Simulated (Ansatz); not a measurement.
CaTiO3:
```yaml
crystal:
  lattice:
    - [5.43714, 0.00000, 0.00000]
    - [0.00000, 7.59220, 0.00000]
    - [0.00000, 0.00000, 5.33596]
  atoms:
    - { symbol: Ca, position: [0.54408, 0.75000, 0.50944] }
    - { symbol: Ca, position: [0.45592, 0.25000, 0.49056] }
    - { symbol: Ca, position: [0.95592, 0.25000, 0.00944] }
    - { symbol: Ca, position: [0.04408, 0.75000, 0.99056] }
    - { symbol: Ti, position: [0.50000, 0.50000, 0.00000] }
    - { symbol: Ti, position: [0.00000, 0.50000, 0.50000] }
    - { symbol: Ti, position: [0.00000, 0.00000, 0.50000] }
    - { symbol: Ti, position: [0.50000, 0.00000, 0.00000] }
    - { symbol: O, position: [0.48000, 0.75000, 0.07906] }
    - { symbol: O, position: [0.52000, 0.25000, 0.92094] }
    - { symbol: O, position: [0.02000, 0.25000, 0.57906] }
    - { symbol: O, position: [0.98000, 0.75000, 0.42094] }
    - { symbol: O, position: [0.79069, 0.95843, 0.79129] }
    - { symbol: O, position: [0.20931, 0.04157, 0.20871] }
    - { symbol: O, position: [0.70931, 0.04157, 0.29129] }
    - { symbol: O, position: [0.29069, 0.95843, 0.70871] }
    - { symbol: O, position: [0.29069, 0.54157, 0.70871] }
    - { symbol: O, position: [0.70931, 0.45843, 0.29129] }
    - { symbol: O, position: [0.20931, 0.45843, 0.20871] }
    - { symbol: O, position: [0.79069, 0.54157, 0.79129] }
```

Relaxed with PBEsol. Special points in fractions of this cell's reciprocal vectors: Γ (0.000, 0.000, 0.000); X (0.500, 0.000, 0.000); S (0.500, 0.500, 0.000); Y (0.000, 0.500, 0.000); Z (0.000, 0.000, 0.500); U (0.500, 0.000, 0.500); R (0.500, 0.500, 0.500); T (0.000, 0.500, 0.500).

Task: List the band energies nearest the valence-band maximum at these points for plane-wave PAW PBEsol (Ansatz code).

Result: In eV from the valence-band maximum; about four levels below and three above (degenerate sets whole), none deeper than 8.9 eV; points with the same levels are listed once.

```csv
k,below,above
Γ,-0.09 -0.08 -0.01 0.00,2.43 2.43 2.51
X,-0.42 -0.42 -0.21 -0.21,3.30 3.30 3.43 3.43
S,-0.31 -0.31 -0.31 -0.31,3.73 3.73 3.73 3.73
Y,-0.21 -0.21 -0.15 -0.15,2.55 2.55 3.29 3.29
Z,-0.47 -0.47 -0.28 -0.28,3.37 3.37 3.40 3.40
U,-0.29 -0.29 -0.29 -0.29 -0.07 -0.07,2.53 2.53 3.76 3.76
R,-0.34 -0.34 -0.34 -0.34,3.38 3.38 3.38 3.38
T,-0.30 -0.30 -0.25 -0.25,3.67 3.67 3.72 3.72
```

Space group Pnma. The first step of the workflow began from a Materials Project structure, measured or hypothetical; the Crystallography Open Database files this formula in space group No. 62, but the cells were not matched. Whether it is the stable phase at ambient conditions was not checked. The cell was relaxed with PBEsol under the symmetry of its start; whether a distortion lowers the energy is not shown. The run is not spin-polarised.

Potentials: the later of the program's two PAW sets.
